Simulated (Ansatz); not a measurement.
# Two states of FeNiSO

```
CELL_PARAMETERS angstrom
3.76010 0.00000 0.00000
0.00000 3.76010 0.00000
0.00000 0.00000 8.50520
ATOMIC_POSITIONS crystal
Ni 0.75000 0.25000 0.50000
Ni 0.25000 0.75000 0.50000
S 0.25000 0.25000 0.34420
S 0.75000 0.75000 0.65580
Fe 0.25000 0.75000 0.00000
Fe 0.75000 0.25000 0.00000
O 0.25000 0.25000 0.92560
O 0.75000 0.75000 0.07440
```

Single point in Ansatz 0.2.0 with PBE. Cutoff 420 eV, PAW datasets, 5×5×2 (shifted by 0.5, 0.5, 0.5 steps) k mesh, methfessel-paxton filling (width 0.0295 eV).

State A: Fe5 along (0.00, 0.00, 1.00), Fe6 along (0.00, 0.00, 1.00), O7 along (0.00, 0.00, 1.00), O8 along (0.00, 0.00, 1.00) (spinors with spin-orbit coupling). State B: Ni1 along (1.00, 0.00, 0.00), Ni2 along (1.00, 0.00, 0.00), Fe5 along (1.00, 0.00, 0.00), Fe6 along (1.00, 0.00, 0.00), O7 along (1.00, 0.00, 0.00), O8 along (1.00, 0.00, 0.00) (spinors with spin-orbit coupling).

Problem. Which state is lower, and how do they differ?

Solution. They are level within 1 meV an atom.

| state | free energy (meV/atom) | largest moment in a small sphere (μB) | net moment (μB/cell) | gap on mesh (eV) | pressure (GPa) | largest force (eV/Å) |
| --- | --- | --- | --- | --- | --- | --- |
| A | 0.6 | 3.49 | 8.98 | metal | -1.6 | 0.87 |
| B | 0.0 | 3.49 | 9.13 | metal | -1.5 | 0.88 |

Origin: a known structure type with other elements, at an estimated volume, so it need not be a known compound. Caveats: semilocal functionals often miss the gap of such magnets; the k mesh is coarse if the cell is a metal; the SCF threshold is loose for a stress.
